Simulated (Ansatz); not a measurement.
BaTiS3:
```yaml
crystal:
  lattice:
    - [11.75689, 0.00000, 0.00000]
    - [-5.87844, 10.18176, 0.00000]
    - [0.00000, 0.00000, 5.91270]
  atoms:
    - { symbol: Ba, position: [0.66467, 0.00000, 0.29340] }
    - { symbol: Ba, position: [0.66467, 0.66467, 0.79340] }
    - { symbol: Ba, position: [0.00000, 0.66467, 0.29340] }
    - { symbol: Ba, position: [0.33533, 0.00000, 0.79340] }
    - { symbol: Ba, position: [0.33533, 0.33533, 0.29340] }
    - { symbol: Ba, position: [0.00000, 0.33533, 0.79340] }
    - { symbol: Ti, position: [0.33333, 0.66667, 0.62866] }
    - { symbol: Ti, position: [0.66667, 0.33333, 0.12866] }
    - { symbol: Ti, position: [0.66667, 0.33333, 0.62866] }
    - { symbol: Ti, position: [0.33333, 0.66667, 0.12866] }
    - { symbol: Ti, position: [0.00000, 0.00000, 0.93144] }
    - { symbol: Ti, position: [0.00000, 0.00000, 0.43144] }
    - { symbol: S, position: [0.00000, 0.83548, 0.71284] }
    - { symbol: S, position: [0.16452, 0.00000, 0.21284] }
    - { symbol: S, position: [0.16452, 0.16452, 0.71284] }
    - { symbol: S, position: [0.00000, 0.16452, 0.21284] }
    - { symbol: S, position: [0.83548, 0.00000, 0.71284] }
    - { symbol: S, position: [0.83548, 0.83548, 0.21284] }
    - { symbol: S, position: [0.16998, 0.66977, 0.84509] }
    - { symbol: S, position: [0.50021, 0.16998, 0.34509] }
    - { symbol: S, position: [0.33023, 0.50021, 0.84509] }
    - { symbol: S, position: [0.83002, 0.33023, 0.34509] }
    - { symbol: S, position: [0.49979, 0.83002, 0.84509] }
    - { symbol: S, position: [0.66977, 0.49979, 0.34509] }
    - { symbol: S, position: [0.66977, 0.16998, 0.84509] }
    - { symbol: S, position: [0.16998, 0.50021, 0.34509] }
    - { symbol: S, position: [0.50021, 0.33023, 0.84509] }
    - { symbol: S, position: [0.33023, 0.83002, 0.34509] }
    - { symbol: S, position: [0.83002, 0.49979, 0.84509] }
    - { symbol: S, position: [0.49979, 0.66977, 0.34509] }
```

Relaxed with r²SCAN. 

Problem. HSE06 on this cell (Ansatz, a program for electronic structure, PAW) gives a gap of 0.91 eV. What does r²SCAN give?

Solution. 0.41 eV.

Cost on shared cores: the r²SCAN run (SCF on a 3×3×5 mesh, then bands and DOS) roughly 26 core-minutes, the HSE06 run (SCF on 2×2×3, then a few points) about 16 core-minutes (a rough figure); the tasks are unlike.

Space group P6_3cm. The start of the workflow was typed in or built on a structure type; neither database checked (COD, Materials Project) lists it. COD files the formula under space group No. 194, so this cell is another polymorph or a model. Its standing as an ambient phase is unchecked. The r²SCAN relaxation kept the symmetry of its start; its stability against distortions is not shown here. The workflow began spin-polarised and lost its moments. Scalar-relativistic: spin–orbit coupling is off unless named, which matters more the heavier the elements.

Potentials: the later of the program's two PAW sets.

Ansatz is a plane-wave DFT program.
